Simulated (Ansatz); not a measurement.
**MgO: from a starting cell to a relaxed one**

The start is a relaxed MgO cell with every coordinate shifted by Gaussian noise of σ = 0.1 Å. The structure is fully relaxed (lattice and positions, P = 0) with PBE (plane waves to 420 eV, PAW, scalar-relativistic; Ansatz, a program for electronic structure). The first steps use a coarse 9×9×9 k-mesh.

Starting cell:
```yaml
crystal:
  lattice:
    - [0.00000, 2.12722, 2.12722]
    - [2.12722, 0.00000, 2.12722]
    - [2.12722, 2.12722, 0.00000]
  atoms:
    - { symbol: O, position: [0.98822, 0.02427, 0.00006] }
    - { symbol: Mg, position: [0.48806, 0.53052, 0.47421] }
```

By how much does the energy per atom fall from start to end?

6 meV/atom.

Does it find its way back to the structure it was made from?

It returns to the parent structure, Fm-3m (No. 225).

It ends as:

```cif
data_Mg4O4
_chemical_formula_sum 'O4 Mg4'
_space_group_name_H-M_alt 'Fm-3m'
_space_group_IT_number 225
_space_group_name_Hall '-F 4 2 3'
_cell_length_a 4.25448
_cell_length_b 4.25448
_cell_length_c 4.25448
_cell_angle_alpha 90.000
_cell_angle_beta 90.000
_cell_angle_gamma 90.000
loop_
_atom_site_label
_atom_site_type_symbol
_atom_site_symmetry_multiplicity
_atom_site_Wyckoff_symbol
_atom_site_fract_x
_atom_site_fract_y
_atom_site_fract_z
_atom_site_occupancy
O1 O 4 b 0.50000 0.50000 0.50000 1
Mg1 Mg 4 a 0.00000 0.00000 0.00000 1
```
(The calculation used a cell of 2 atoms; values per cell refer to that cell.)

Final values are on a 13×13×13 k-mesh of the relaxed cell. No spin polarisation in the result.
